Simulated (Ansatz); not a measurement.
The start is a relaxed TiSi2 cell displaced along its unstable phonon at q = (½, ½, 0) of its primitive reciprocal cell (223i cm⁻¹), largest move 0.15 Å. Cell shape, volume and atoms are optimised at zero target pressure with PBEsol (plane waves to 420 eV, PAW, scalar-relativistic; Ansatz, a quantum-chemistry and plane-wave program). First-step values are on the input's coarse k-mesh.

Ansatz input (later rounds restart from its end on a renewed k-mesh):
Ansatz 0.2 input:
```yaml
crystal:
  lattice:
    - [0, 5.8798009334, 5.8798009334]
    - [2.9399004667, 2.9399004667, 5.8798009334]
    - [2.9399004667, 2.9399004667, 0]
  atoms:
    - { symbol: Ti, position: [-0.0255110678, 0.0255110678, 0.0255110678] }
    - { symbol: Ti, position: [0.5255110678, -0.0255110678, -0.0255110678] }
    - { symbol: Si, position: [0.0246120617, 0.2253879383, 0.2746120617] }
    - { symbol: Si, position: [0.4753879383, 0.2746120617, 0.2253879383] }
    - { symbol: Si, position: [0.0246120617, 0.7253879383, 0.7746120617] }
    - { symbol: Si, position: [0.4753879383, 0.7746120617, 0.7253879383] }
basis: { ecutwfc: 420, ecutrho_ratio: 4, xc_grid: 2, fft_grid_basis: typed }
kpoints: { mp_grid: { grid: [10, 10, 10] } }
hamiltonian:
  xc: pbesol
  dispersion: none
  pseudopotentials: { kind: paw }
scf: { occupations: { method: fermi_dirac, width: 0.05 } }
relax: { f_tol: 0.01, max_steps: 100, cell: { stress_tol: 0.02 } }
output: { forces: true, stress: true }
```

Problem. What is the largest force in the starting geometry, and on which atom (counted from 1)?

Solution. 1.08 eV/Å, on Ti1, Ti2 (atoms numbered as listed).

Problem. By how much does the energy per atom fall from start to end?

Solution. 0.26 eV/atom.

Problem. How does the volume per atom move from start to end?

Solution. -2.0 %, from 16.94 to 16.60 Å³/atom.

Problem. Is the parent structure recovered?

Solution. It does not go back: it reaches Cmcm (No. 63), 0.32 eV/atom below the parent.

Problem. How do the shortest distances between atoms change?

Solution. The closest pairs of elements (up to four, under 3.6 Å), start → end: Si–Si 2.65 → 2.35 Å; Si–Ti 2.55 → 2.53 Å; Ti–Ti 3.95 → 3.51 Å.

Problem. What band gap does the relaxed structure have at this level?

Solution. No gap (metallic).

Problem. Give the final cell and atomic positions.

Solution. 
Space group Cmcm (No. 63); a = 6.015 Å, b = 6.568 Å, c = 5.042 Å, α = β = γ = 90.00°

| atom | site | symmetry | x | y | z |
|---|---|---|---|---|---|
| Ti | 4c | m2m | 0.0000 | 0.6854 | 0.2500 |
| Si | 8e | 2.. | 0.1957 | 0.0000 | 0.0000 |
(The calculation used a cell of 6 atoms; values per cell refer to that cell.)

Final values are on a 11×11×9 k-mesh of the relaxed cell. No spin polarisation in the result.

The run could not lose the symmetry of its start.

Of the parent cell (Fm-3m (No. 225)): it is a generated cell of TiSi2: the first start was made by placing the elements on the sites of a structure type, and the end was not matched to a known phase here, so it may be hypothetical. Known forms of TiSi2 include space group No. 63, 70.

The first start was generated by placing the elements on the sites of a structure type. Materials Project lists a structure of TiSi2 in the same space group, Cmcm (No. 63); the sites were not compared with it, nor with measured phases.
